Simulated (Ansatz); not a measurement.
TaSiNi:
```
TaSiNi
1.0
    6.18083     0.00000     0.00000
    0.00000     3.66776     0.00000
    0.00000     0.00000     7.01049
Ta Si Ni
4 4 4
Direct
  0.51614   0.25000   0.82307
  0.48386   0.75000   0.17693
  0.98386   0.75000   0.32307
  0.01614   0.25000   0.67693
  0.78312   0.25000   0.11421
  0.21688   0.75000   0.88579
  0.71688   0.75000   0.61421
  0.28312   0.25000   0.38579
  0.65660   0.25000   0.42934
  0.34340   0.75000   0.57066
  0.84340   0.75000   0.92934
  0.15660   0.25000   0.07066
```

Relaxed with r²SCAN. Special points in fractions of this cell's reciprocal vectors: Γ (0.000, 0.000, 0.000); X (0.500, 0.000, 0.000); S (0.500, 0.500, 0.000); Y (0.000, 0.500, 0.000); Z (0.000, 0.000, 0.500); U (0.500, 0.000, 0.500); R (0.500, 0.500, 0.500); T (0.000, 0.500, 0.500).

Problem. List the band energies nearest the Fermi level at these points for DFT-r²SCAN in the program Ansatz with PAW potentials.

Solution. In eV from the Fermi level; about four levels below and three above (degenerate sets whole), none deeper than 8.9 eV; points with the same levels are listed once.

| k | below | above |
|---|---|---|
| Γ | -0.87 -0.82 -0.82 -0.04 | 0.31 0.72 0.90 |
| X | -0.43 -0.43 -0.30 -0.30 | 0.46 0.46 1.06 1.06 |
| S | -0.03 -0.03 -0.03 -0.03 | 2.16 2.16 2.16 2.16 |
| Y | -1.85 -1.85 -0.86 -0.86 | 0.08 0.08 0.87 0.87 |
| Z | -0.68 -0.68 -0.18 -0.18 | 0.27 0.27 1.29 1.29 |
| U | -0.69 -0.69 -0.62 -0.62 | 0.58 0.58 1.37 1.37 |
| R | -0.26 -0.26 -0.26 -0.26 | 2.02 2.02 2.02 2.02 |
| T | -1.30 -1.30 -0.34 -0.34 | 0.13 0.13 1.89 1.89 |

Space group Pnma. The first step of the workflow began from a Materials Project structure, measured or hypothetical; the Crystallography Open Database copy checked does not list it. Its standing as an ambient phase is unchecked. The cell was relaxed with r²SCAN under the symmetry of its start; whether a distortion lowers the energy is not shown. The run is not spin-polarised. Spin–orbit coupling is left out wherever it is not named.

Potentials: the later of the program's two PAW sets.
